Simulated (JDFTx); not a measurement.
System: TiAl(100) (P4/mmm bulk; lattice of mp-1953, not re-optimised at this level), 1x1 cell of 5 atoms in 5 planes (Ti outermost, slab composition Ti3Al2), area 11.43 Å² a face, 5.6 Å between the outermost planes in a cell 21.6 Å high; k mesh 8×6×1, Fermi width 0.01 Ha, no spin polarisation. Whether this polymorph is the ambient one wasn't checked. Neither spin polarisation nor a larger cell was tried.

Method: PBE, GBRV ultrasoft potentials, plane waves to 20/100 Ha, in a modified build of JDFTx. Vacuum. The outer atoms relax from bulk positions, keeping the cell's symmetry; the lattice is not PBE's own optimum in this code, and that strain can shift the moves by a few hundredths of an ångström. Input:

```
lattice \
  5.3115477048 0.0000000000 0.0000000000 \
  0.0000000000 7.6844201077 0.0000000000 \
  0.0000000000 0.0000000000 40.8180842919
coords-type Lattice
ion Al 0.0000000000 0.0000000000 -0.0650636570 0
ion Al 0.0000000000 0.0000000000 0.0650636570 0
ion Ti 0.5000000000 0.5000000000 -0.1301273150 1
ion Ti 0.5000000000 0.5000000000 0.0000000000 0
ion Ti 0.5000000000 0.5000000000 0.1301273150 1
ion-species pseudo/al_pbe_v1.upf
ion-species pseudo/ti_pbe_v1.4.upf
elec-cutoff 20 100
elec-ex-corr gga-PBE
coulomb-interaction Slab 001
coulomb-truncation-embed 0 0 0
kpoint-folding 8 6 1
elec-smearing Fermi 0.01
lcao-params 10
elec-n-bands 32
electronic-scf nIterations 100 energyDiffThreshold 1e-07
ionic-minimize nIterations 10 energyDiffThreshold 1e-5 knormThreshold 4e-4
dump-name vac.$VAR
dump End State Ecomponents EigStats BandEigs Forces ElecDensity IonicPositions Fillings Kpoints Dtot
```

**Question.** How far do the free atoms of the upper face move along the normal, and how much energy is released?

**Answer.** Ti (atom 5) -0.10 Å (positive: outward). The free energy falls by 0.048 eV per cell, 34 mJ/m².
